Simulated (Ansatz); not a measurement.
The elements of this relaxed trial crystal are hidden behind letters.

```
lattice vectors (Å)
   3.1182    0.0000    0.0000
  -1.5591    2.7005    0.0000
   0.0000    0.0000   12.8667
fractional positions
X 0.3333 0.6667 0.0912
X 0.3333 0.6667 0.4088
X 0.6667 0.3333 0.5912
X 0.6667 0.3333 0.9088
Z 0.3333 0.6667 0.7500
Z 0.6667 0.3333 0.2500
Q 0.3333 0.6667 0.2500
Q 0.3333 0.6667 0.5891
Q 0.3333 0.6667 0.9109
Q 0.6667 0.3333 0.0891
Q 0.6667 0.3333 0.4109
Q 0.6667 0.3333 0.7500
```

Method: Ansatz 0.2.0, DFT PBE, scalar-relativistic, plane waves, PAW. Settings of the last relaxation (12-atom cell): 420 eV, 12×12×2 k points, Gaussian smearing of 0.02 eV, no spin polarisation.

- Space group: P6_3/mmc (No. 194)
- Conventional cell: a = 3.118 Å, c = 12.867 Å
- Volume per atom: 9.03 Å³
- Density: 3.27 g/cm³
- Formation energy: −0.599 eV/atom
- Gap on the 12×12×2 mesh of the 12-atom cell: 1.83 eV

Energies are uncorrected and count from the elements' standard states at the same level.

Question: X is a p-block element of period 3, Z is a p-block element of period 2 and Q is a p-block element of period 2. Which elements are they?

Answer: X = Al, Z = B, Q = N, so the formula is Al2BN3. Density times volume gives a mean mass of 3.27 × 9.03/1.6605 = 17.8 u per atom, and this set has 17.8 u. Around Al lie 3 N at 1.80 Å, 1 N at 2.04 Å and 1 N at 2.32 Å; B has 3 N at 1.80 Å and 2 N at 2.07 Å; N on a site of symmetry -6m2 has 3 B at 1.80 Å and 2 Al at 2.04 Å; 1 more site not described. Other sets within the hints have nearly the same mass, so mass alone doesn't settle it; this one was computed.

Kohn–Sham gaps at this level usually fall short of measured ones. A structure relaxed within its symmetry needn't be a true minimum. Another cell of Al2BN3 relaxed alike, in Cm, lies 0.50 eV/atom lower, so this cell isn't the stable form at this level.
